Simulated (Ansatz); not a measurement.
BW₂:
```xyz
6
Lattice="3.4583 0.0000 0.0000 0.0000 3.4583 0.0000 0.0000 0.0000 6.3633" Properties=species:S:1:pos:R:3 pbc="T T T"
W      0.0000     0.0000     0.0000
W      1.7291     1.7291     0.0000
W      1.7291     0.0000     2.2896
W      0.0000     1.7291     4.0737
B      1.7291     0.0000     4.5922
B      0.0000     1.7291     1.7711
```

Relaxed with PBEsol. Special points in fractions of this cell's reciprocal vectors: Γ (0.000, 0.000, 0.000); X (0.000, 0.500, 0.000); M (0.500, 0.500, 0.000); Z (0.000, 0.000, 0.500); R (0.000, 0.500, 0.500); A (0.500, 0.500, 0.500).

Task: List the band energies nearest the Fermi level at these points for plane-wave PAW PBEsol with spin–orbit coupling (Ansatz code).

Result: In eV from the Fermi level; about four levels below and three above (degenerate sets whole), none deeper than 8.9 eV; points with the same levels are listed once.

| k | below | above |
|---|---|---|
| Γ | -0.40 -0.40 -0.33 -0.33 | 0.09 0.09 1.24 1.24 |
| X | -1.49 -1.49 -1.49 -1.49 | 0.14 0.14 0.14 0.14 |
| M | -0.99 -0.99 -0.99 -0.99 | 0.76 0.76 0.76 0.76 |
| Z | -0.78 -0.78 -0.46 -0.46 | 1.03 1.03 1.43 1.43 |
| R | -0.37 -0.37 -0.37 -0.37 | 0.64 0.64 0.64 0.64 |
| A | -2.72 -2.72 -2.72 -2.72 | 1.05 1.05 1.05 1.05 |

Space group P4/nmm. The cell is a constructed one: a structure type filled with these elements; neither database checked (COD, Materials Project) lists it. COD files the formula under space group No. 140. Whether it is the stable phase at ambient conditions was not checked. The cell was relaxed with PBEsol under the symmetry of its start; whether a distortion lowers the energy is not shown. No spin polarisation was allowed.

Potentials: the earlier of the program's two PAW sets. The files were generated under PBE; for other functionals the program regenerates the frozen cores, and for LDA and PBEsol the local potential too.
